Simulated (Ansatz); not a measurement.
# Data sheet: S (DFT)

S:
```xyz
32
Lattice="0.0000 7.8326 12.1701 6.4676 0.0000 12.1701 6.4676 7.8326 0.0000" Properties=species:S:1:pos:R:3 pbc="T T T"
S      9.9039    12.7626    20.3033
S      9.4990    10.7351    20.3033
S      9.9039    10.7351    16.2069
S      9.4990    12.7626    16.2069
S      6.2652     6.8188    10.1218
S      6.6701     8.8463    10.1218
S      6.2652     8.8463    14.2183
S      6.6701     6.8188    14.2183
S     11.4748    13.1433    21.5966
S      7.9281    10.3544    21.5966
S     11.4748    10.3544    14.9136
S      7.9281    13.1433    14.9136
S      4.6943     6.4381     8.8285
S      8.2410     9.2270     8.8285
S      4.6943     9.2270    15.5116
S      8.2410     6.4381    15.5116
S     10.7232     5.9277    11.2540
S      2.2120     9.7374    11.2540
S     10.7232     9.7374    13.0861
S      2.2120     5.9277    13.0861
S      5.4459     5.8211     7.0011
S      7.4894     9.8440     7.0011
S      5.4459     9.8440    17.3390
S      7.4894     5.8211    17.3390
S      4.1888    12.1488    12.5494
S      8.7465     3.5164    12.5494
S      4.1888     3.5164    11.7907
S      8.7465    12.1488    11.7907
S      5.5126     7.4327     5.7057
S      7.4227     8.2325     5.7057
S      5.5126     8.2325    18.6344
S      7.4227     7.4327    18.6344
```

Space group Fddd (No. 70), α-S8; conventional cell a = 12.935 Å, b = 15.665 Å, c = 24.340 Å, α = 90.00°, β = 90.00°, γ = 90.00°.

Method: PBE in the plane-wave PAW code Ansatz. The cell and atoms are relaxed at this level. Other levels are named where they apply.

Cell and energy:

* **Volume per atom**: 38.53 Å³
* **Density**: 1.38 g/cm³

Electronic structure:

* **Band gap**: 2.73 eV (indirect)
* **Valence-band maximum**: at Γ
* **Conduction-band minimum**: off the standard path, at k = (0.083, 0.354, 0.448)
* **Smallest direct gap on the standard path**: 2.76 eV

The PBE relaxation kept the symmetry of its start. The volume lies over 15 % above that of the usual cell of this phase: another minimum, or an error of the functional. A crystal of weakly bound molecules computed without a dispersion correction: the cell and the soft elastic constants depend strongly on that.

Potentials: the later of the program's two PAW sets.
